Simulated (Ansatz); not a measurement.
Eigenvalues along a path: HfN (rocksalt type)

```
Hf N
1.0
     0.00000    2.23411    2.23411
     2.23411    0.00000    2.23411
     2.23411    2.23411    0.00000
Hf N
1 1
Direct
  0.00000 0.00000 0.00000
  0.50000 0.50000 0.50000
```

The cell comes from a relaxation on PAW files under the same functional, begun from a prototype that needn't be the stable phase.

All numbers are LDA results (scalar-relativistic) from Ansatz 0.2.0, with a Γ-centred 15×15×15 k mesh, Fermi–Dirac smearing of 0.1 eV, no spin polarisation. Methods: LAPW: all electrons, basis error target 1 meV/atom.

Spin–orbit coupling is left out, which matters for the heavy atoms.

Path points, in fractions of the reciprocal vectors: Γ (0.000, 0.000, 0.000), X (0.500, 0.000, 0.500), U (0.625, 0.250, 0.625), K (0.375, 0.375, 0.750), L (0.500, 0.500, 0.500), W (0.500, 0.250, 0.750). The distance column jumps between branches of the path. Levels in eV from the Fermi level; bands 14 to 28, counted from the lowest band of the run. The gap is zero, the pressure 0.16 GPa.

```
# k(1/Å) point b14 b15 b16 b17 b18 b19 b20 b21 b22 b23 b24 b25 b26 b27 b28
0.000 Γ -17.48 -12.56 -12.56 -12.56 -12.52 -12.41 -12.41 -12.41 -2.90 -2.90 -2.90 -0.44 -0.44 -0.44 1.96
0.201 - -17.31 -12.55 -12.55 -12.55 -12.51 -12.41 -12.41 -12.41 -3.86 -3.14 -3.14 -0.72 0.07 0.07 2.05
0.402 - -16.89 -12.54 -12.54 -12.53 -12.50 -12.42 -12.42 -12.42 -5.42 -3.51 -3.51 -1.39 1.22 1.22 2.31
0.603 - -16.42 -12.53 -12.53 -12.49 -12.49 -12.44 -12.43 -12.43 -6.57 -3.75 -3.75 -2.19 2.61 2.61 2.72
0.804 - -16.16 -12.51 -12.51 -12.47 -12.46 -12.45 -12.45 -12.45 -6.92 -3.81 -3.81 -2.93 3.21 3.93 3.97
1.004 - -16.17 -12.50 -12.50 -12.47 -12.45 -12.45 -12.45 -12.44 -6.49 -3.74 -3.74 -3.51 3.69 4.80 5.02
1.205 - -16.30 -12.50 -12.50 -12.48 -12.45 -12.45 -12.45 -12.44 -5.73 -3.87 -3.63 -3.63 4.06 5.57 5.57
1.406 X -16.36 -12.50 -12.50 -12.49 -12.46 -12.45 -12.45 -12.43 -5.35 -4.00 -3.58 -3.58 4.19 5.72 5.72
1.477 - -16.35 -12.50 -12.50 -12.49 -12.46 -12.45 -12.45 -12.43 -5.35 -4.18 -3.63 -3.40 4.27 5.66 5.69
1.548 - -16.31 -12.50 -12.50 -12.49 -12.46 -12.45 -12.45 -12.43 -5.37 -4.50 -3.75 -3.09 4.48 5.50 5.62
1.619 - -16.24 -12.50 -12.50 -12.48 -12.46 -12.45 -12.45 -12.43 -5.39 -4.85 -3.95 -2.74 4.81 5.26 5.49
1.690 - -16.14 -12.51 -12.49 -12.48 -12.46 -12.45 -12.44 -12.43 -5.41 -5.23 -4.19 -2.35 4.97 5.25 5.32
1.761 - -16.03 -12.51 -12.49 -12.48 -12.46 -12.45 -12.43 -12.43 -5.62 -5.44 -4.45 -1.90 4.66 5.11 5.75
1.832 - -15.90 -12.51 -12.48 -12.48 -12.46 -12.45 -12.43 -12.42 -6.02 -5.48 -4.73 -1.41 4.33 4.87 6.31
1.903 U -15.77 -12.51 -12.48 -12.47 -12.46 -12.45 -12.43 -12.41 -6.40 -5.51 -4.99 -0.87 4.00 4.59 6.37
2.764 K -15.77 -12.51 -12.48 -12.47 -12.46 -12.45 -12.43 -12.41 -6.40 -5.51 -4.99 -0.87 4.00 4.59 6.37
2.978 - -15.42 -12.51 -12.47 -12.47 -12.46 -12.44 -12.43 -12.36 -7.40 -5.66 -5.54 1.01 3.03 3.62 5.69
3.191 - -15.30 -12.50 -12.49 -12.46 -12.46 -12.44 -12.43 -12.35 -7.85 -5.99 -5.44 2.13 2.57 2.88 4.87
3.404 - -15.56 -12.50 -12.48 -12.47 -12.46 -12.45 -12.42 -12.42 -7.54 -5.90 -5.12 1.33 1.58 3.54 4.11
3.617 - -16.13 -12.52 -12.50 -12.50 -12.48 -12.46 -12.44 -12.41 -6.56 -5.39 -4.58 0.65 0.73 2.68 3.08
3.830 - -16.79 -12.54 -12.54 -12.53 -12.50 -12.43 -12.42 -12.41 -5.19 -4.50 -3.87 0.09 0.11 1.19 2.52
4.043 - -17.29 -12.56 -12.55 -12.55 -12.51 -12.41 -12.41 -12.41 -3.72 -3.47 -3.20 -0.31 -0.28 0.07 2.15
4.256 Γ -17.48 -12.56 -12.56 -12.56 -12.52 -12.41 -12.41 -12.41 -2.90 -2.90 -2.90 -0.44 -0.44 -0.44 1.96
4.430 - -17.35 -12.56 -12.55 -12.55 -12.51 -12.41 -12.41 -12.41 -3.43 -3.24 -3.24 -0.27 -0.25 -0.25 2.38
4.604 - -16.99 -12.55 -12.54 -12.54 -12.51 -12.42 -12.42 -12.41 -4.56 -3.96 -3.96 0.02 0.22 0.22 3.43
4.778 - -16.47 -12.54 -12.52 -12.52 -12.49 -12.44 -12.44 -12.41 -5.81 -4.74 -4.74 0.38 0.91 0.91 4.52
4.952 - -15.87 -12.50 -12.50 -12.50 -12.47 -12.45 -12.45 -12.40 -7.01 -5.42 -5.42 0.93 1.78 1.78 5.39
5.126 - -15.29 -12.48 -12.48 -12.47 -12.45 -12.45 -12.40 -12.40 -8.04 -5.93 -5.93 1.72 2.70 2.70 5.73
5.300 - -14.88 -12.49 -12.49 -12.46 -12.44 -12.44 -12.40 -12.29 -8.79 -6.26 -6.26 2.69 3.48 3.48 5.30
5.474 L -14.72 -12.49 -12.49 -12.46 -12.43 -12.43 -12.40 -12.23 -9.08 -6.37 -6.37 3.38 3.80 3.80 4.73
5.616 - -14.78 -12.49 -12.49 -12.46 -12.44 -12.44 -12.41 -12.24 -8.96 -6.31 -6.31 3.24 3.27 3.82 5.37
5.758 - -14.92 -12.50 -12.49 -12.45 -12.44 -12.44 -12.42 -12.28 -8.63 -6.16 -6.15 2.51 2.91 3.98 6.24
5.900 - -15.12 -12.50 -12.49 -12.45 -12.45 -12.44 -12.43 -12.32 -8.14 -5.94 -5.93 1.93 2.39 4.29 6.70
6.042 - -15.35 -12.50 -12.48 -12.45 -12.45 -12.45 -12.44 -12.35 -7.55 -5.74 -5.68 1.53 1.87 4.72 6.58
6.184 - -15.54 -12.51 -12.48 -12.47 -12.46 -12.45 -12.43 -12.37 -6.96 -5.59 -5.50 1.30 1.46 5.18 6.25
6.326 - -15.67 -12.50 -12.48 -12.48 -12.46 -12.46 -12.43 -12.38 -6.46 -5.51 -5.45 1.19 1.23 5.57 5.98
6.468 W -15.71 -12.50 -12.49 -12.49 -12.46 -12.46 -12.43 -12.39 -6.24 -5.48 -5.48 1.17 1.17 5.73 5.88
6.569 - -15.75 -12.50 -12.49 -12.48 -12.46 -12.46 -12.43 -12.39 -6.13 -5.50 -5.42 0.31 2.04 5.73 5.76
6.669 - -15.85 -12.50 -12.49 -12.48 -12.46 -12.46 -12.43 -12.40 -5.80 -5.49 -5.31 -0.51 2.90 5.54 5.73
6.769 - -15.98 -12.50 -12.49 -12.48 -12.46 -12.46 -12.43 -12.42 -5.46 -5.32 -5.15 -1.29 3.72 5.29 5.73
6.870 - -16.13 -12.50 -12.50 -12.48 -12.46 -12.45 -12.43 -12.43 -5.42 -4.92 -4.75 -2.01 4.47 4.99 5.72
6.970 - -16.25 -12.50 -12.50 -12.48 -12.46 -12.45 -12.44 -12.43 -5.38 -4.63 -4.18 -2.66 4.65 5.11 5.72
7.071 - -16.34 -12.50 -12.50 -12.49 -12.46 -12.45 -12.45 -12.43 -5.36 -4.28 -3.75 -3.23 4.33 5.55 5.72
7.171 X -16.36 -12.50 -12.50 -12.49 -12.46 -12.45 -12.45 -12.43 -5.35 -4.00 -3.58 -3.58 4.19 5.72 5.72
```
